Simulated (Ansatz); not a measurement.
Ti₁₀Ga₃Sb₃:
```xyz
16
Lattice="7.8113 0.0000 0.0000 -3.9056 6.7647 0.0000 0.0000 0.0000 5.3111" Properties=species:S:1:pos:R:3 pbc="T T T"
Ti     3.9056     2.2549     3.9292
Ti     3.9056     2.2549     1.3818
Ti     0.0000     4.5098     3.9292
Ti     0.0000     4.5098     1.3818
Ti     2.9277     5.0709     2.6555
Ti    -0.9780     1.6939     2.6555
Ti     1.9559     0.0000     2.6555
Ti     0.9366     1.6222     0.0000
Ti    -2.9691     5.1426     0.0000
Ti     5.9381     0.0000     0.0000
Ga     1.5087     2.6132     2.6555
Ga    -2.3969     4.1516     2.6555
Ga     4.7938     0.0000     2.6555
Sb     2.3540     4.0772     0.0000
Sb    -1.5516     2.6875     0.0000
Sb     3.1033     0.0000     0.0000
```

Relaxed with r²SCAN. Special points in fractions of this cell's reciprocal vectors: Γ (0.000, 0.000, 0.000); M (0.500, 0.000, 0.000); K (0.333, 0.333, 0.000); A (0.000, 0.000, 0.500); L (0.500, 0.000, 0.500); H (0.333, 0.333, 0.500).

Problem. List the band energies nearest the Fermi level at these points for the program Ansatz at the r²SCAN level (PAW).

Solution. In eV from the Fermi level; about four levels below and three above (degenerate sets whole), none deeper than 8.9 eV; points with the same levels are listed once.

| k | below | above |
|---|---|---|
| Γ | -0.91 -0.67 -0.52 -0.52 | 0.20 0.20 0.37 0.37 |
| M | -0.68 -0.61 -0.31 -0.13 | 0.10 0.39 0.51 |
| K | -0.70 -0.60 -0.60 -0.40 | 0.01 0.01 0.46 |
| A | -0.93 -0.73 -0.73 -0.65 | 0.17 0.27 0.30 0.30 0.31 |
| L | -0.55 -0.42 -0.21 -0.17 | 0.02 0.50 0.53 |
| H | -0.34 -0.34 -0.17 -0.07 | 0.37 0.37 0.41 0.41 |

Space group P-62m. The workflow started from a Materials Project entry (that database holds measured and hypothetical structures alike); the Crystallography Open Database copy checked does not list it. With Ga and Sb taken as one species the cell has the higher symmetry P6_3/mcm, so it may be an ordered model of a mixed-site phase. Whether it is the stable phase at ambient conditions was not checked. The cell was relaxed with r²SCAN under the symmetry of its start; its stability against distortions is not shown here. The run is not spin-polarised. Spin–orbit coupling is left out wherever it is not named.

Potentials: the later of the program's two PAW sets.
